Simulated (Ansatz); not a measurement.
Relaxed-ion elastic tensor of ZrMo₂ (cubic Laves (MgCu2 type), Fd-3m) in GPa (Voigt order), the program Ansatz at the PBEsol level (PAW); density 8.80 g/cm³, 17.81 Å³ per atom.

|  | 1 | 2 | 3 | 4 | 5 | 6 |
|---|---|---|---|---|---|---|
| 1 | 272 | 168 | 168 | 0.0 | 0.0 | 0.0 |
| 2 | 168 | 272 | 168 | 0.0 | 0.0 | 0.0 |
| 3 | 168 | 168 | 272 | 0.0 | 0.0 | 0.0 |
| 4 | 0.0 | 0.0 | 0.0 | 66.6 | 0.0 | 0.0 |
| 5 | 0.0 | 0.0 | 0.0 | 0.0 | 66.6 | 0.0 |
| 6 | 0.0 | 0.0 | 0.0 | 0.0 | 0.0 | 66.6 |

Task: Is the crystal mechanically stable?

Result: Yes: the smallest eigenvalue of C is 66.6 GPa.

Task: Work out the Voigt, Reuss and Hill averages.

Result: K_V = 203, K_R = 203, K_H = 203; G_V = 60.8, G_R = 60.0, G_H = 60.4 GPa.

Task: Give Young's modulus, Poisson's ratio, Pugh's ratio and the universal anisotropy index.

Result: E = 9KG/(3K + G) = 165 GPa; ν = 0.36; K/G = 3.35 (ductile by the Pugh limit of 1.75); A_U = 5G_V/G_R + K_V/K_R − 6 = 0.07.

Task: Estimate the sound speeds and the Debye temperature.

Result: v_l = √((K + 4G/3)/ρ) = 5670 m/s, v_t = √(G/ρ) = 2620 m/s, mean 2950 m/s; Θ = (h/k)(3n/4πV)^(1/3) v_m = 336 K.

Task: Give the Zener ratio and Young's modulus along [100], [110] and [111].

Result: A = 2C44/(C11 − C12) = 1.28; 1/E = S11 − 2(S11 − S12 − S44/2)Γ with Γ = 0, 1/4, 1/3 gives 144, 170, 180 GPa.

The workflow started from an entry of the Crystallography Open Database (COD). Its standing as an ambient phase is unchecked. Symmetry was held in the PBEsol relaxation; its stability against distortions is not shown here. No spin polarisation was allowed. As this level gives no gap, shear constants depend on the k-mesh and smearing (Fermi–Dirac, 0.1 eV here).

Potentials: the later of the program's two PAW sets.
